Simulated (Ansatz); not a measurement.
All numbers below come from Ansatz 0.2.0, DFT PBEsol, scalar-relativistic, plane waves, PAW.

Cutoff 420 eV; k points 10×10×4 on the computed 9-atom cell (Γ-centred); Gaussian smearing, width 0.10 eV; no spin polarisation.

```
K Ag O
1.0
     3.94169    0.00000    0.00000
     0.00000    3.94169    0.00000
     0.00000    0.00000    9.38560
K Ag O
2 2 5
Direct
  0.00000 0.00000 0.00000
  0.00000 0.00000 0.50000
  0.50000 0.50000 0.72539
  0.50000 0.50000 0.27461
  0.00000 0.50000 0.74248
  0.00000 0.50000 0.25752
  0.50000 0.50000 0.50000
  0.50000 0.00000 0.74248
  0.50000 0.00000 0.25752
```

Question: Is this geometry at equilibrium? Which atom feels the largest force?

Answer: It isn't. Atom 3 (Ag) feels (0.00, 0.00, -1.84) eV/Å, 1.836 eV/Å in size, and symmetry-related atoms feel the same size.

Question: Give all forces and the stress.

Answer:
```tsv
atom	Fx	Fy	Fz
K1	0.000	0.000	0.000
K2	0.000	0.000	0.000
Ag3	0.000	0.000	-1.836
Ag4	0.000	0.000	1.836
O5	0.000	0.000	1.144
O6	0.000	0.000	-1.144
O7	0.000	0.000	0.000
O8	0.000	0.000	1.144
O9	0.000	0.000	-1.144
```
Stress (GPa, compression positive):
```
 1.71  0.00  0.00
 0.00  1.71  0.00
 0.00  0.00 -5.77
```

Spin polarisation was left out, and a magnetic state may lie lower.

Cost: 1 run of about 0.62 core-minutes, on Arm Neoverse V1 (shared hosts).